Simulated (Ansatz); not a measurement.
TiSi (CsCl type, space group No. 221) at seven volumes, plane-wave PAW PBE (Ansatz code), scaled uniformly. One row is withheld.

```json
[
 {"V (Å³/atom)": "13.730", "P (GPa)": "14.38"},
 {"V (Å³/atom)": "14.182", "P (GPa)": "8.74"},
 {"V (Å³/atom)": "14.635", "P (GPa)": "3.99"},
 {"V (Å³/atom)": "15.088", "P (GPa)": "0.00"},
 {"V (Å³/atom)": "15.540", "P (GPa)": "-3.52"},
 {"V (Å³/atom)": "15.993", "P (GPa)": "?"},
 {"V (Å³/atom)": "16.445", "P (GPa)": "-9.19"}
]
```

Task: Fit the shown pressures and predict the withheld one.

Result: P = (3/2)B₀(x^(7/2) − x^(5/2))[1 + (3/4)(B′ − 4)(x − 1)] with x = (V₀/V)^(2/3). Least squares on the six rows gives V₀ = 15.082 Å³/atom, B₀ = 126 GPa, B′ = 4.06. At V = 15.993, x = 0.9617 and P = -6.56 GPa. The run itself gave -6.57 GPa.

Space group Pm-3m (CsCl type). A made-up cell: these elements were put on the sites of a structure type; neither database checked (COD, Materials Project) lists it. COD files the formula under space group No. 25, so this cell is another polymorph or a model. Whether it is the stable phase at ambient conditions was not checked. The cell was relaxed with PBE under the symmetry of its start; whether a distortion lowers the energy is not shown. No spin polarisation was allowed.

Potentials: the earlier of the program's two PAW sets.
